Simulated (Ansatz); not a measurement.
Harmonic vibrational thermodynamics of Al2Au (fluorite or antifluorite type, Fm-3m) at fixed volume, PBE (plane waves, PAW; program Ansatz). The rows extrapolate the 0 K crystal and know nothing of melting or changes of phase.

```tsv
T (K)	F_vib (meV/atom)	S (J/K per mol of atoms)	C_V (J/K per mol of atoms)
50	35.2	?	?
100	31.7	10.2	13.8
200	14.5	22.5	20.9
300	-13.7	31.4	23.0
400	?	38.1	?
600	-139.7	?	?
800	-246.7	55.0	24.6
1000	-366.6	60.5	24.8
```

Problem. Some entries are withheld; supply them.

Solution. 
- 400, C_V (J/K per mol of atoms): 23.8
- 400, F_vib (meV/atom): -49.9
- 600, C_V (J/K per mol of atoms): 24.4
- 600, S (J/K per mol of atoms): 47.9
- 50, S (J/K per mol of atoms): 3.5
- 50, C_V (J/K per mol of atoms): 6.2

The cell was relaxed with PBE under the symmetry of its start; phonons on a q-mesh show no instability. Scalar-relativistic: spin–orbit coupling is off unless named, which matters more the heavier the elements.

Potentials: the later of the program's two PAW sets.
